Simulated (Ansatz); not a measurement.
**GePt (Pnma): electronic heat capacity and spin susceptibility from the density of states**

The calculation used DFT PBE, scalar-relativistic, plane waves, PAW (Ansatz).

Cutoff 420 eV; k points 6×10×6 on the computed 8-atom cell (Γ-centred); Gaussian smearing, width 0.10 eV; no spin polarisation.

Relaxed cell: Pnma, a = 5.829 Å, b = 3.744 Å, c = 6.189 Å, α = 90.00°, β = 90.00°, γ = 90.00°, 8 atoms in the primitive cell. Whether it is the stable form of this composition wasn't checked.

The density of states at the Fermi level is 1.942 states/eV in the cell of 8 atoms (4 formula units; both spins, tetrahedra on a 9×15×9 mesh). Averaged over bins of 0.1 eV the density runs from 1.9 to 2.8 states/eV within 0.2 eV of the Fermi level, so the figure hangs on the exact place of that level.

Question: What Sommerfeld coefficient and Pauli susceptibility does this give?

Answer: Per formula unit N(E_F) = 0.485 states/eV. γ = (π²/3) k_B² N(E_F) N_A = 2.357 mJ/(mol K²) per state/eV, so γ = 1.1 mJ/(mol K²), a mole of formula units. χ_P = μ_B² N(E_F) N_A = 3.23×10⁻⁵ emu/mol per state/eV gives 1.6×10⁻⁵ emu/mol. This is the bare band result: a measured γ of the same phase is as a rule larger by a factor 1 + λ from phonons and spin fluctuations, the spin part of χ is larger by the Stoner factor, and a measured χ also holds orbital and core terms. N(E_F) at one energy is sensitive to the mesh where the density of states has sharp peaks.

Spin-orbit coupling is left out, which matters for the bands of heavy elements.

Cost: 1 run of about 5.7 core-minutes, on Arm Neoverse V2 (shared hosts).